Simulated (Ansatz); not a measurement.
The relaxed structure here is a generated cell of Ag: the first start was made by placing the elements on the sites of a structure type, and the end was not matched to a known phase here, so it may be hypothetical. Known forms of Ag include space group No. 225.

One stationary structure of Ag. Space group I4/mmm (No. 139). Level of theory: PBEsol (plane waves to 420 eV, PAW, scalar-relativistic; Ansatz, a quantum-chemistry and plane-wave program).

```cif
data_Ag
_chemical_formula_sum 'Ag1'
_space_group_name_H-M_alt 'P 1'
_space_group_IT_number 1
_cell_length_a 2.80037
_cell_length_b 2.80037
_cell_length_c 2.80037
_cell_angle_alpha 106.947
_cell_angle_beta 106.947
_cell_angle_gamma 114.647
loop_
_space_group_symop_operation_xyz
  'x, y, z'
loop_
_atom_site_label
_atom_site_type_symbol
_atom_site_fract_x
_atom_site_fract_y
_atom_site_fract_z
_atom_site_occupancy
Ag1 Ag 0.00000 0.00000 0.00000 1
```

| Property | Value |
|---|---|
| Volume per atom | 16.80 Å³ |
| Band gap | zero (metallic) |
| Shortest distances | Ag–Ag 2.80 Å |
| k-mesh | 21×21×21 |

No spin polarisation in the result.

It was reached from a disturbed copy of a P6/mmm (No. 191) cell, against which it lies -0.04 eV/atom.
